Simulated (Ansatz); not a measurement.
Cs2Pd(IBr2)2 (space group I4/mmm)

```xyz
9
Lattice="-4.1783 4.1783 4.4118 4.1783 -4.1783 4.4118 4.1783 4.1783 -4.4118" Properties=species:S:1:pos:R:3 pbc="T T T"
Cs     0.0000     4.1783     2.2059
Cs     4.1783     0.0000     2.2059
Pd     0.0000     0.0000     0.0000
I      0.0000     0.0000     2.9650
I      0.0000     0.0000     5.8587
Br     1.7289     1.7289     0.0000
Br     2.4494     2.4494     4.4118
Br     2.4494    -2.4494     4.4118
Br    -2.4494     2.4494     4.4118
```

The slice is a (-1 -1 2) plane (indices of the conventional cell) through the point (0.250, 0.750, 0.500) (fractional), spanned by u = [111] and v = [1 -1 0] in vectors of this cell: u (7.37 Å) and v (11.82 Å, at 90° to u). It covers one period; positions are fractions (u, v).

All values below come from PBEsol (plane waves to 420 eV, PAW, scalar-relativistic; Ansatz, a first-principles code). k mesh 6×6×6. Near the nuclei the fields are pseudised (PAW); where an atom keeps semicore shells as valence, they peak there. Cs2Pd(IBr2)2 is run without spin polarisation and with no Hubbard U. Cs2Pd(IBr2)2 was relaxed with its symmetry unable to fall. Spin-orbit coupling is left out, though I is heavy.

Question: Sketch the valence electron density on this plane as a map.

Answer: 
```
|67764345666665434677|
|77654334455544334567|
|66543333444443333456|
|54433334444444333344|
|33333444444444443333|
|22334455555555544332|
|23334556666666554333|
|33334556666666554333|
|23334556666666554333|
|22334455555555544332|
|33333444444444443333|
|54433334444444333344|
|66543333444443333456|
|77654334455544334567|
|67764345666665434677|
|06765445777775445676|
|67764456775776544677|
|77654456775776544567|
|66543345677765433456|
|54433345666665433344|
|33333445566655443333|
|23344445678765444433|
|23344556799976554433|
|33445556899986555443|
|23344556799976554433|
|23344445678765444433|
|33333445566655443333|
|54433345666665433344|
|66543345677765433456|
|77654456775776544567|
|67764456775776544677|
|06765445777775445676|
```
Scale: ten equal steps from -3.00 (start of '0') to 1.14 (end of '9'), in the order '0123456789'. Values: log₁₀ of the valence density in e/Å³. The map has 20 points along u (one character each, u = 0 at the left) and 32 along v (v = 0 in the bottom row). The scale is logarithmic, as a density can span decades between atoms and voids; values under 0.001 e/Å³ are set to 0.001.
